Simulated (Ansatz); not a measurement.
Here is the system:

Nb₅SiB₂:
```cif
data_B4Nb10Si2
_chemical_formula_sum 'Nb10 Si2 B4'
_space_group_name_H-M_alt 'P 1'
_space_group_IT_number 1
_cell_length_a 7.30660
_cell_length_b 7.30660
_cell_length_c 7.30660
_cell_angle_alpha 129.380
_cell_angle_beta 129.380
_cell_angle_gamma 74.401
loop_
_space_group_symop_operation_xyz
  'x, y, z'
loop_
_atom_site_label
_atom_site_type_symbol
_atom_site_fract_x
_atom_site_fract_y
_atom_site_fract_z
_atom_site_occupancy
Nb1 Nb 0.00000 0.00000 0.00000 1
Nb2 Nb 0.50000 0.50000 0.00000 1
Nb3 Nb 0.80702 0.30702 0.83920 1
Nb4 Nb 0.19298 0.69298 0.16080 1
Nb5 Nb 0.30702 0.46782 0.50000 1
Nb6 Nb 0.69298 0.53218 0.50000 1
Nb7 Nb 0.46782 0.96782 0.16080 1
Nb8 Nb 0.53218 0.03218 0.83920 1
Nb9 Nb 0.96782 0.80702 0.50000 1
Nb10 Nb 0.03218 0.19298 0.50000 1
Si1 Si 0.25000 0.25000 0.00000 1
Si2 Si 0.75000 0.75000 0.00000 1
B1 B 0.11239 0.61239 0.72478 1
B2 B 0.88761 0.38761 0.27522 1
B3 B 0.61239 0.88761 0.50000 1
B4 B 0.38761 0.11239 0.50000 1
```

This is the r²SCAN-relaxed structure.

Q: All from r²SCAN (plane waves, PAW; program Ansatz), unless another level is named. Give the electronic character.

A: metallic (no gap).

Q: Predict the density of states at the Fermi level.

A: 0.37 states/eV per atom (mean over ±0.08 eV).

Q: Give the formation energy from the elements (no fitted shifts).

A: -0.73 eV/atom.

Space group I4/mcm. The workflow started from a Materials Project entry (that database holds measured and hypothetical structures alike); the Crystallography Open Database copy checked does not list it. Its standing as an ambient phase is unchecked. Symmetry was held in the r²SCAN relaxation; whether a distortion lowers the energy is not shown. No spin polarisation was allowed. The references are the lowest solids computed at this level, not always the standard phases. Scalar-relativistic: spin–orbit coupling is off unless named, which matters more the heavier the elements.

Potentials: the later of the program's two PAW sets.
